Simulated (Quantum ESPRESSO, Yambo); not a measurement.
**Ba$_{2}$MoZnO$_{6}$: DFT and GW levels**

Space group Fm-3m (No. 225); a = b = c = 8.241 Å, α = β = γ = 90.00°

| atom | site | symmetry | x | y | z |
|---|---|---|---|---|---|
| O | 24e | 4m.m | 0.0000 | 0.0000 | 0.2376 |
| Zn | 4b | m-3m | 0.5000 | 0.5000 | 0.5000 |
| Mo | 4a | m-3m | 0.0000 | 0.0000 | 0.0000 |
| Ba | 8c | -43m | 0.2500 | 0.2500 | 0.2500 |
(The calculation used a cell of 10 atoms; values per cell refer to that cell.)

The geometry is that of Materials Project entry mp-1206097, symmetrised and not relaxed again.

Starting point: PBEsol (pw.x of Quantum ESPRESSO, ONCV potentials, scalar-relativistic). G0W0 in Yambo: 2×2×2 Γ-centred k mesh, bands 6 to 222 and a 7 Ry block in the screening, 222 bands in G with the Bruneval-Gonze terminator, plasmon pole fitted at 27.2 eV.

```json
{
  "PBEsol gap along the band path": "2.15 eV",
  "PBEsol gap between the mesh's edge points (Γ → X)": "2.15 eV",
  "G0W0 gap between the same points": "3.46 eV",
  "PBEsol smallest direct gap on the mesh (at X)": "2.19 eV",
  "G0W0 direct gap at that point": "3.51 eV"
}
```

```csv
k point,band,E PBEsol (eV),E QP (eV),shift (eV),Z
Γ,VB,0.00,-0.28,-0.28,0.76
Γ,CB,2.51,3.57,1.06,0.79
L,VB,-0.07,-0.53,-0.46,0.77
L,CB,2.48,3.57,1.09,0.79
X,VB,-0.05,-0.33,-0.28,0.76
X,CB,2.15,3.18,1.04,0.80
```

Energies count from the PBEsol valence-band maximum.

Nearest settings tried, and what they do to the gap: 151 bands in G: +10 meV; 151 bands in W, 151 bands in G: +47 meV; 6 Ry block (283 vectors against 331): -2 meV. Not varied: mesh. So the settings aren't converged at that level. Oxides, nitrides and fluorides with a shallow 3d shell are known to need far more bands and larger blocks. The k mesh is coarse.

Spin-orbit splittings are left out.

The structure is a Materials Project entry; no match was found in the copy of COD used, and its stability was not checked.
